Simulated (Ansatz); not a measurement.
One stationary structure of SnS. Space group Fm-3m (No. 225), rock salt type. Calculation: PBEsol (plane waves to 420 eV, PAW, scalar-relativistic; Ansatz, a first-principles code).

```cif
data_SSn
_chemical_formula_sum 'S1 Sn1'
_space_group_name_H-M_alt 'P 1'
_space_group_IT_number 1
_cell_length_a 4.06143
_cell_length_b 4.06143
_cell_length_c 4.06143
_cell_angle_alpha 60.000
_cell_angle_beta 60.000
_cell_angle_gamma 60.000
loop_
_space_group_symop_operation_xyz
  'x, y, z'
loop_
_atom_site_label
_atom_site_type_symbol
_atom_site_fract_x
_atom_site_fract_y
_atom_site_fract_z
_atom_site_occupancy
S1 S 0.00000 0.00000 0.00000 1
Sn1 Sn 0.50000 0.50000 0.50000 1
```

Question: What is the computed band gap (PBEsol)?

Answer: 0.30 eV, indirect (valence top at or next to L, conduction bottom at 20 % of the way from L to W) (no spin-orbit coupling).

Question: Predict the smallest direct gap from PBEsol.

Answer: 0.36 eV at or next to L.

No spin polarisation in the result.

The run could not lose the symmetry of its start; a randomly shaken copy of 4 atoms returns to this structure.

The first start was generated by placing the elements on the sites of a structure type. A measured structure of SnS has the same space group, Fm-3m (No. 225); the sites were not compared with it. Another known form has space group No. 62.
